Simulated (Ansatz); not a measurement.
HfC (rock salt)

```
CELL_PARAMETERS angstrom
      0.00000     2.32577     2.32577
      2.32577     0.00000     2.32577
      2.32577     2.32577     0.00000
ATOMIC_POSITIONS crystal
  C  0.00000 0.00000 0.00000
  Hf 0.50000 0.50000 0.50000
```

The slice is a {111} plane (indices of the conventional cell) through the point (0.000, 0.000, 0.000) (fractional), spanned by u = [100] and v = [-1 2 0] in vectors of this cell: u (3.29 Å) and v (5.70 Å, at 90° to u). It covers one period; positions are fractions (u, v).

Computed with PBE (plane waves to 420 eV, PAW, scalar-relativistic; Ansatz, an electronic-structure program). k mesh 17×17×17. These are valence fields of a PAW run, semicore shells included where kept as valence: close to a nucleus they are smooth pseudo fields. HfC is run without spin polarisation. HfC was relaxed with its symmetry unable to fall. Spin-orbit coupling is left out, though Hf is heavy.

Question: Sketch the electron localisation function (ELF) on this plane as a map.

Answer: 
```
|xxx@@%+:.:+%@@xx|
|xx@@@#-. .-#@@@x|
|@@@@%+:   :+%@@@|
|@@@%*-.   .-*%@@|
|%%#*=.     .=*#%|
|===-:.     .:-==|
|................|
|   .:-=====-:.  |
|   .=*#%%%#*=.  |
|  .-*%@@@@@%*-. |
|  :+%@@@@@@@%+: |
| .-#@@@xxx@@@#-.|
|.:+%@@xxxxx@@%+:|
|.:+%@@xxxxx@@%+:|
|.:+%@@xxxxx@@%+:|
| .-#@@@xxx@@@#-.|
|  :+%@@@@@@@%+: |
|  .-*%@@@@@%*-. |
|   .=*#%%%#*=.  |
|   .:-=====-:.  |
|................|
|===-:.     .:-==|
|%%#*=.     .=*#%|
|@@@%*-.   .-*%@@|
|@@@@%+:   :+%@@@|
|xx@@@#-. .-#@@@x|
|xxx@@%+:.:+%@@xx|
|xxx@@%+:.:+%@@xx|
```
Scale: ten equal steps from 0.08 (start of ' ') to 0.80 (end of '@'), in the order ' .:-=+*#%@'. Values: electron localisation function (ELF). The map has 16 points along u (one character each, u = 0 at the left) and 28 along v (v = 0 in the bottom row). Points within 0.5 Å of a nucleus are blanked (x), as the pseudised field means little there.
